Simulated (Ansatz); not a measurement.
TiO₂:
```yaml
crystal:
  lattice:
    - [6.03091, 1.84914, 0.00000]
    - [-6.03091, 1.84914, 0.00000]
    - [-1.88790, 0.00000, 6.18992]
  atoms:
    - { symbol: Ti, position: [0.80473, 0.19527, 0.71513] }
    - { symbol: Ti, position: [0.19527, 0.80473, 0.28487] }
    - { symbol: Ti, position: [0.10097, 0.89903, 0.70824] }
    - { symbol: Ti, position: [0.89903, 0.10097, 0.29176] }
    - { symbol: O, position: [0.05844, 0.94156, 0.37031] }
    - { symbol: O, position: [0.94156, 0.05844, 0.62969] }
    - { symbol: O, position: [0.63819, 0.36181, 0.70479] }
    - { symbol: O, position: [0.36181, 0.63819, 0.29521] }
    - { symbol: O, position: [0.13389, 0.86611, 0.00350] }
    - { symbol: O, position: [0.86611, 0.13389, 0.99650] }
    - { symbol: O, position: [0.73648, 0.26352, 0.34968] }
    - { symbol: O, position: [0.26352, 0.73648, 0.65032] }
```

Relaxed with LDA.

Task: Give the optical modes at the zone centre with their infrared activity from DFPT, LDA in the plane-wave PAW code Ansatz.

Result: Transverse frequencies, without the LO–TO term; a row sums one degenerate level.

| ω (cm⁻¹) | degeneracy | IR ((D/Å)²/amu) | activity | symmetry |
|---|---|---|---|---|
| 123 | 1 | 0.00 | IR-inactive | Bg |
| 145 | 1 | 0.00 | IR-inactive | Ag |
| 152 | 1 | 0.00 | IR-inactive | Ag |
| 177 | 1 | 4.30 | IR | Au |
| 191 | 1 | 0.00 | IR-inactive | Ag |
| 193 | 1 | 0.00 | IR-inactive | Bg |
| 217 | 1 | 9.02 | IR | Bu |
| 220 | 1 | 0.00 | IR-inactive | Bg |
| 246 | 1 | 0.00 | IR-inactive | Bg |
| 247 | 1 | 22.62 | IR | Au |
| 267 | 1 | 24.91 | IR | Au |
| 277 | 1 | 44.07 | IR | Bu |
| 285 | 1 | 0.00 | IR-inactive | Ag |
| 291 | 1 | 58.66 | IR | Bu |
| 324 | 1 | 61.94 | IR | Bu |
| 363 | 1 | 0.00 | IR-inactive | Ag |
| 379 | 1 | 0.00 | IR-inactive | Ag |
| 382 | 1 | 8.25 | IR | Bu |
| 403 | 1 | 0.00 | IR-inactive | Ag |
| 407 | 1 | 86.36 | IR | Bu |
| 442 | 1 | 0.00 | IR-inactive | Ag |
| 446 | 1 | 0.63 | IR | Bu |
| 458 | 1 | 163.14 | IR | Au |
| 480 | 1 | 0.00 | IR-inactive | Ag |
| 485 | 1 | 0.00 | IR-inactive | Bg |
| 513 | 1 | 11.64 | IR | Bu |
| 555 | 1 | 0.00 | IR-inactive | Ag |
| 613 | 1 | 0.18 | IR | Au |
| 647 | 1 | 0.00 | IR-inactive | Ag |
| 661 | 1 | 0.00 | IR-inactive | Bg |
| 718 | 1 | 47.14 | IR | Bu |
| 843 | 1 | 91.74 | IR | Bu |
| 857 | 1 | 0.00 | IR-inactive | Ag |

Task: How high does the top mode go among those that the LO–TO term moves?

Result: 892 cm⁻¹ for q along x, 851 cm⁻¹ for q along y, 1032 cm⁻¹ for q along z.

Space group C2/m. The first step of the workflow began from a Materials Project structure, measured or hypothetical; the Crystallography Open Database copy checked does not list it. It is not the phase usual at ambient conditions (space group No. 61, 136, 141). The cell was relaxed with LDA under the symmetry of its start; whether a distortion lowers the energy is not shown. No spin polarisation was allowed.

Potentials: the later of the program's two PAW sets.
